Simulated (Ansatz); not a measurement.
Property card for Cu$_{4}$H

All numbers below come from DFT PBE, scalar-relativistic, plane waves, PAW in Ansatz.

Cutoff 420 eV; k points 12×12×12 on the computed 5-atom cell (Γ-centred); Gaussian smearing, width 0.10 eV; no spin polarisation.

The structure is relaxed at this level of theory with its symmetry kept, and needn't be the ground state of this composition.

```yaml
crystal:
  lattice:
    - [-2.42086, 2.42086, 2.42086]
    - [2.42086, -2.42086, 2.42086]
    - [2.42086, 2.42086, -2.42086]
  atoms:
    - { symbol: Cu, position: [0.00000, 0.00000, 0.50000] }
    - { symbol: Cu, position: [0.50000, 0.00000, 0.00000] }
    - { symbol: Cu, position: [0.00000, 0.50000, 0.00000] }
    - { symbol: Cu, position: [0.50000, 0.50000, 0.50000] }
    - { symbol: H, position: [0.00000, 0.00000, 0.00000] }
```

```json
{"Space group": "Im-3m (No. 229)", "Volume per atom": "11.35 Å³", "Formation energy from the elements' standard states (uncorrected)": "+0.437 eV/atom", "Kohn–Sham band gap": "none (metal)", "Density of states at the Fermi level": "1.0 states/eV per cell", "Orbital (Löwdin) character within 0.5 eV of the Fermi level": "Cu 4s 42 %, Cu 3d 24 %, H 1s 11 %, unprojected 22 %", "Bader charge by site (e)": "Cu (4 in the cell) 0.04, H (1 in the cell) -0.17"}
```

The cell was found from a structure generator's guess, not taken from experiment. Löwdin shares on free-atom orbitals overweight diffuse shells.
